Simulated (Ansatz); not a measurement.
Ag:
```yaml
crystal:
  lattice:
    - [0.00000, 2.07410, 2.07410]
    - [2.07410, 0.00000, 2.07410]
    - [2.07410, 2.07410, 0.00000]
  atoms:
    - { symbol: Ag, position: [0.00000, 0.00000, 0.00000] }
```

Relaxed with PBE. Special points in fractions of this cell's reciprocal vectors: Γ (0.000, 0.000, 0.000); X (0.500, 0.000, 0.500); U (0.625, 0.250, 0.625); K (0.375, 0.375, 0.750); L (0.500, 0.500, 0.500); W (0.500, 0.250, 0.750).

Task: List the band energies nearest the Fermi level at these points for PBE in the plane-wave PAW code Ansatz.

Result: In eV from the Fermi level; about four levels below and three above (degenerate sets whole), none deeper than 8.9 eV; … stands for higher levels left out; points with the same levels are listed once.

```
k                          below        above
-  -----------------------------  -----------
Γ  -4.72 -4.72 -4.72 -3.76 -3.76      15.71 …
X        -6.11 -3.05 -2.83 -2.83  1.55 6.30 …
U        -5.43 -4.04 -3.55 -3.09  4.08 4.99 …
L  -4.74 -4.74 -3.02 -3.02 -0.38       3.27 …
W        -4.96 -4.96 -3.75 -2.83  5.69 5.69 …
```

Space group Fm-3m (fcc (Cu type)). The cell was relaxed with PBE under the symmetry of its start. The run is not spin-polarised. Spin–orbit coupling is left out wherever it is not named.

Potentials: the earlier of the program's two PAW sets.
